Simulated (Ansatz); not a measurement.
## Fields on a plane of CrCuO2 (delafossite type, space group R-3m)

```xyz
4
Lattice="1.4819 0.8556 5.6401 -1.4819 0.8556 5.6401 0.0000 -1.7111 5.6401" Properties=species:S:1:pos:R:3 pbc="T T T"
Cu     0.0000     0.0000     0.0000
Cr     0.0000     0.0000     8.4602
O      0.0000     0.0000     1.8295
O      0.0000     0.0000    15.0910
```

The slice is a (-1 1 0 4) plane (indices of the conventional cell) through the point (0.892, 0.892, 0.892) (fractional), spanned by u = [1 0 -1] and v = [1 -1 1] in vectors of this cell: u (2.96 Å) and v (6.60 Å, at 90° to u). It covers one period; positions are fractions (u, v).

Atoms on it: O at (0.00, 0.00). Other atoms lie within 1 Å of the plane.

These are PBEsol (plane waves to 420 eV, PAW, scalar-relativistic; Ansatz, a first-principles code) values and carry that method's errors. k mesh 13×13×13. Near the nuclei the fields are pseudised (PAW); where an atom keeps semicore shells as valence, they peak there. CrCuO2 is run spin-polarised and with no Hubbard U. CrCuO2 was relaxed with its symmetry unable to fall. Relaxed CrCuO2 ends ferromagnetic. Other magnetic orders were not checked, so this need not be the ground state.

```
|xx@@%%::    ::%%@@|
|@@%%==..    ..==%%|
|::..            ..|
|....  ::++++::  ..|
|--..::%%@@@@%%::..|
|::..++@@xxxx@@++..|
|....**@@xxxx@@**..|
|    ==%%@@@@%%==  |
|    ..==****==..  |
|        ....      |
|                  |
|..................|
|..................|
|..................|
|..................|
|                  |
|::::..        ..::|
|@@%%**..    ..**%%|
|xx@@@@--    --@@@@|
|xxxx@@==    ==@@xx|
```
Scale: ten equal steps from 0.05 (start of ' ') to 0.84 (end of '@'), in the order ' .:-=+*#%@'. Values: ELF of the up spins. The map has 9 points along u (two characters each, u = 0 at the left) and 20 along v (v = 0 in the bottom row). Points within 0.4 Å of a nucleus are blanked (x), as the pseudised field means little there.

```
|xx9999330000339999|
|998855110000115588|
|332200001111000022|
|000000336666330000|
|110022889999882200|
|11006699xxxx996600|
|00117799xxxx997711|
|000055999999995500|
|000011446666441100|
|000000111111110000|
|000000000000000000|
|111100111111110011|
|111111111111111111|
|111111111111111111|
|111111110000111111|
|000000000000000000|
|222211000000001122|
|998866220000226688|
|xx9999440000449999|
|xxxx995500005599xx|
```
Scale: ten equal steps from 0.05 (start of '0') to 0.84 (end of '9'), in the order '0123456789'. Values: electron localisation function (ELF). The map has 9 points along u (two characters each, u = 0 at the left) and 20 along v (v = 0 in the bottom row). Points within 0.4 Å of a nucleus are blanked (x), as the pseudised field means little there.
